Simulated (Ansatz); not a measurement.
**BiTe: moving Te off its site**

BiTe, Fm-3m, a = 6.470 Å (as given, not relaxed at this level: 0.8 GPa). The structure is a COD entry; whether it is the stable form wasn't checked. Ansatz: PBE, PAW, 420 eV, Γ-centred 14×14×14 mesh on 2 atoms, Gaussian smearing 0.15 eV; no spin polarisation.

```yaml
crystal:
  lattice:
    - [0.00000, 3.23500, 3.23500]
    - [3.23500, 0.00000, 3.23500]
    - [3.23500, 3.23500, 0.00000]
  atoms:
    - { symbol: Bi, position: [0.00000, 0.00000, 0.00000] }
    - { symbol: Te, position: [0.50000, 0.50000, 0.50000] }
```

Atom 2 (Te) moves by x along the unit vector (0.000, 1.000, 0.000), with its periodic images; all else is held. y is the free energy of the cell over the start, F the force along the path summed over the moved atoms. Symmetry makes y even in x.

```
  x (Å) y (meV) F (eV/Å)
-0.3000    121.7      0.87
-0.1500        ?         ?
 0.0000      0.0      0.00
 0.0375      1.7     -0.09
 0.0750      7.0     -0.19
 0.1125     15.8     -0.29
 0.1875     45.2     -0.50
 0.2250     66.1     -0.62
 0.2625     91.5     -0.74
```

**Question.** Fit y = c2 x² + c4 x⁴ to the energies of the other rows, give the force constant, and predict energy and force of the missing row.

**Answer.** Least squares on the rows shown. y = 1243 x² + 1216 x⁴. The force constant is 2 c2 = 2.49 eV/Å² (for all images moving together, not for a lone atom). With two atoms in a cubic cell this is the optical mode at Γ (in a metal it hangs on mesh and smearing): ω = 521.5 √(2 c2/μ) = 92 cm⁻¹ for μ = 79.23 u. The force −dy/dx at the missing row is 0.39 eV/Å (computed 0.39). At x = -0.1500 the fit asked for gives 28.6 meV. The run gave 28.5 meV, so the fit is 0.1 meV too high, within twice the rms miss on the fitted rows (0.06 meV).

Spin–orbit coupling is left out, which can shift energies with elements as heavy as these.